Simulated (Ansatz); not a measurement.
The calculation used DFT PBE, scalar-relativistic, plane waves, PAW (Ansatz 0.2.0). Cutoff 420 eV, Γ-centred meshes of about 0.25 Å⁻¹ or finer for metals and 0.3 Å⁻¹ for insulators (2π included), Gaussian smearing. No spin polarisation.

Temperature and zero-point effects are left out.

Two relaxed structures of BeTe3:

A.

```cif
data_structure
_symmetry_space_group_name_H-M 'P-4m2'
_symmetry_Int_Tables_number 115
_cell_length_a 3.8552
_cell_length_b 3.8552
_cell_length_c 16.3855
_cell_angle_alpha 90.000
_cell_angle_beta 90.000
_cell_angle_gamma 90.000
_cell_volume 243.53
loop_
_atom_site_label
_atom_site_type_symbol
_atom_site_symmetry_multiplicity
_atom_site_Wyckoff_symbol
_atom_site_fract_x
_atom_site_fract_y
_atom_site_fract_z
_atom_site_occupancy
Be1 Be 2 g 0.00000 0.50000 0.09020 1
Te1 Te 2 f 0.50000 0.50000 0.17812 1
Te2 Te 1 a 0.00000 0.00000 0.00000 1
Te3 Te 2 g 0.00000 0.50000 0.36315 1
Te4 Te 1 d 0.00000 0.00000 0.50000 1
```

B.

```cif
data_structure
_symmetry_space_group_name_H-M 'P-42_1m'
_symmetry_Int_Tables_number 113
_cell_length_a 5.7085
_cell_length_b 5.7085
_cell_length_c 8.2879
_cell_angle_alpha 90.000
_cell_angle_beta 90.000
_cell_angle_gamma 90.000
_cell_volume 270.08
loop_
_atom_site_label
_atom_site_type_symbol
_atom_site_symmetry_multiplicity
_atom_site_Wyckoff_symbol
_atom_site_fract_x
_atom_site_fract_y
_atom_site_fract_z
_atom_site_occupancy
Be1 Be 2 a 0.00000 0.00000 0.00000 1
Te1 Te 4 e 0.72582 0.77418 0.83368 1
Te2 Te 2 c 0.50000 0.00000 0.36996 1
```

Question: Which would you expect to be lower, and how large is the difference?

Answer: B is lower, by 159 meV/atom. A has space group P-4m2 (No. 115), 30.4 Å³/atom and no gap on its mesh; B has space group P-42_1m (No. 113), 33.8 Å³/atom and a gap of 0.17 eV. A holds Te–Te nets (shortest 2.96 Å); B holds Te–Te units of three or more atoms (shortest 2.78 Å). In A, around Be lie 4 Te at 2.41–2.43 Å; around Te on a site of symmetry 2mm lie 2 Be at 2.41 Å; Te on a site of symmetry -4m2 is surrounded by 4 Be at 2.43 Å; 2 more sites not described. In B, around Be lie 4 Te at 2.45 Å; around Te on a site of symmetry m lie 2 Be at 2.45 Å and 1 Te at 2.78 Å; around Te on a site of symmetry 2mm lie 2 Te at 2.78 Å. Both come from trial cells of a structure search.

No dispersion correction is applied, so the spacing and binding between layers, chains or molecules are poorly described (P-4m2, P-42_1m), and this can change margins and order among such cells. These runs have no spin–orbit coupling, which can matter for Te. Kohn–Sham gaps at this level usually fall short of measured ones. The missing spin–orbit coupling can work the other way here. Small gaps are read on the mesh alone, and bands can cross between its points. With atoms moved at random, B (by 7 meV/atom) fell into a lower structure. A had no clear such test and can be a saddle point.
